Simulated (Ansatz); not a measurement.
Input, command and steps of an Ansatz relaxation.

```yaml
crystal:
  lattice:
    - [-1.5156270844, 2.1679220095, 3.3762252306]
    - [1.5156270844, -2.1679220095, 3.3762252306]
    - [1.5156270844, 2.1679220095, -3.3762252306]
  atoms:
    - { symbol: Co, position: [0.0, 0.0, 0.0] }
    - { symbol: B, position: [0.70771954, 0.5, 0.20771954] }
    - { symbol: B, position: [0.29228046, 0.5, 0.79228046] }
    - { symbol: W, position: [0.2974965291, 0.7974965291, 0.5] }
    - { symbol: W, position: [0.7025034709, 0.2025034709, 0.5] }
basis:
  ecutwfc: 420
kpoints:
  mp_grid: { grid: [14, 14, 14] }
hamiltonian:
  xc: pbesol
scf:
  occupations: { method: gaussian, width: 0.1 }
output:
  forces: true
  stress: true
  eigenvalues: true
relax:
  adjacent_minimum: "off"
  f_tol: 0.01
  max_steps: 30
  cell: { stress_tol: 0.1, fix: [volume] }
```

```bash
ansatz run input.yaml --threads 1 --pin off --max-ram 2560MiB --backend cpu --events-out ev --progress --plain --runs-dir out
```

The calculation used DFT PBEsol, scalar-relativistic, plane waves, PAW (Ansatz).

The volume is held at 0.88 times that of the relaxed cell.

Of 4 frames 3 are shown, positions in Å and forces in eV/Å; the SCF threshold varies from step to step. Steps run on the plane waves of an earlier cell, with a Pulay correction in the pressure. The basis is chosen afresh for the last frame, the zero of the energies, and at times for earlier ones too; energy and pressure can step there, also at an unchanged geometry. Where two frames share a geometry here, they differ by under 2 meV/atom and 0.3 GPa.

```xyz
5
Lattice="-1.5156 2.1679 3.3762 1.5156 -2.1679 3.3762 1.5156 2.1679 -3.3762" Properties=species:S:1:pos:R:3:forces:R:3 pbc="T T T" step=1 free_energy_over_end_meV_per_atom=0.06 pressure_GPa=60.13
Co    0.0000    0.0000    0.0000    0.0000    0.0000    0.0000
B     0.0000    0.9006    3.3762    0.0000    0.0292    0.0000
B     1.5156    1.2673    0.0000    0.0000   -0.0292    0.0000
W     1.5156    0.0000    2.0088    0.0000    0.0000   -0.1146
W     0.0000    2.1679    1.3674    0.0000    0.0000    0.1146
5
Lattice="-1.5152 2.1677 3.3775 1.5152 -2.1677 3.3775 1.5152 2.1677 -3.3775" Properties=species:S:1:pos:R:3:forces:R:3 pbc="T T T" step=2 free_energy_over_end_meV_per_atom=0.01 pressure_GPa=60.05
Co    0.0000    0.0000    0.0000    0.0000    0.0000    0.0000
B     0.0000    0.9004    3.3775    0.0000    0.0080    0.0000
B     1.5152    1.2673    0.0000    0.0000   -0.0080    0.0000
W     1.5152    0.0000    2.0063    0.0000    0.0000    0.0294
W     0.0000    2.1677    1.3712    0.0000    0.0000   -0.0294
5
Lattice="-1.5156 2.1678 3.3764 1.5156 -2.1678 3.3764 1.5156 2.1678 -3.3764" Properties=species:S:1:pos:R:3:forces:R:3 pbc="T T T" step=4 free_energy_over_end_meV_per_atom=0.00 pressure_GPa=60.07
Co    0.0000    0.0000    0.0000    0.0000    0.0000    0.0000
B     0.0000    0.9007    3.3764    0.0000    0.0086    0.0000
B     1.5156    1.2671    0.0000    0.0000   -0.0086    0.0000
W     1.5156    0.0000    2.0064    0.0000    0.0000   -0.0011
W     0.0000    2.1678    1.3701    0.0000    0.0000    0.0011
```

It took 2.3 min on 1 thread of Arm Neoverse V1, on a shared host, peak memory 0.72 GiB.

Spin–orbit coupling is left out, which can shift energies with elements as heavy as these. Spin polarisation was left out, and a magnetic state may lie lower.